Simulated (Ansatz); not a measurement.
AlPd (rock salt, Fm-3m) at seven volumes, PBE in the plane-wave PAW code Ansatz, scaled uniformly. One row is withheld.

```json
[
 {"V (Å³/atom)": "15.360", "P (GPa)": "12.87"},
 {"V (Å³/atom)": "15.867", "P (GPa)": "7.84"},
 {"V (Å³/atom)": "16.373", "P (GPa)": "3.59"},
 {"V (Å³/atom)": "16.879", "P (GPa)": "0.00"},
 {"V (Å³/atom)": "17.386", "P (GPa)": "-3.03"},
 {"V (Å³/atom)": "17.892", "P (GPa)": "?"},
 {"V (Å³/atom)": "18.398", "P (GPa)": "-7.71"}
]
```

**Question.** Fit the shown pressures and predict the withheld one.

**Answer.** Third-order Birch–Murnaghan: P = (3/2)B₀(x^(7/2) − x^(5/2))[1 + (3/4)(B′ − 4)(x − 1)] with x = (V₀/V)^(2/3). Least squares on the six rows gives V₀ = 16.880 Å³/atom, B₀ = 109.5 GPa, B′ = 4.66. At V = 17.892, x = 0.9619 and P = -5.57 GPa. The run itself gave -5.57 GPa.

The start of the workflow was typed in or built on a structure type; neither database checked (COD, Materials Project) lists it. Its standing as an ambient phase is unchecked. The PBE relaxation kept the symmetry of its start; its stability against distortions is not shown here. No spin polarisation was allowed.

Potentials: the later of the program's two PAW sets.
